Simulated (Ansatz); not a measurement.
## Ta, one cell by several methods

```yaml
crystal:
  lattice:
    - [0.00000, 2.11000, 2.13110]
    - [2.11000, 0.00000, 2.13110]
    - [2.11000, 2.11000, 0.00000]
  atoms:
    - { symbol: Ta, position: [0.00000, 0.00000, 0.00000] }
```

The cell comes from COD entry 1534932, which wasn't checked; take it as a given geometry. The listed cell was then made from it by scaling, straining or moving an atom.

Spin–orbit coupling is left out, though it moves levels of the heavy atoms by tenths of an eV or more.

Methods: DFT, PBEsol, PAW with Ansatz's default frozen-core files, scalar-relativistic (Ansatz 0.2.0); DFT, PBEsol, all-electron PAW with datasets made for the crystal, scalar-relativistic (Ansatz 0.2.0); DFT, PBEsol, all-electron LAPW, scalar-relativistic (Ansatz 0.2.0).

For PAW: a Γ-centred 17×17×17 k mesh, Fermi–Dirac smearing of 0.05 eV, cutoff 420 eV, no spin polarisation; the PAW files were made with PBE, and the program remakes their frozen cores for this functional. The crystal-made all-electron datasets (AE datasets) take a cutoff of 240 eV at this cell. LAPW targets a basis error of 1 meV/atom. The Ansatz runs share mesh, smearing and spin set-up. Plane-wave (PAW) pressures include the program's estimate of the Pulay term.

Stress and pressure are positive in compression.

No spin–orbit coupling: at heavy atoms the gradients can be off by tens of per cent for that reason.

In a metal, gradients converge slowly with the k mesh: the values move by tens of per cent from one mesh to another, at times in sign, so only the comparison on one mesh counts.

| quantity | PAW | AE datasets | LAPW |
| --- | --- | --- | --- |
| pressure (GPa) | -7.81 | -7.79 | -7.78 |
| stress xx (GPa) | -8.17 | -8.15 | -8.15 |
| stress zz (GPa) | -7.08 | -7.05 | -7.04 |
| field gradient Vzz at Ta (10²¹ V/m²) | -1.26 | -1.21 | – |

PAW's pressure differs from the LAPW value by -0.02 GPa.
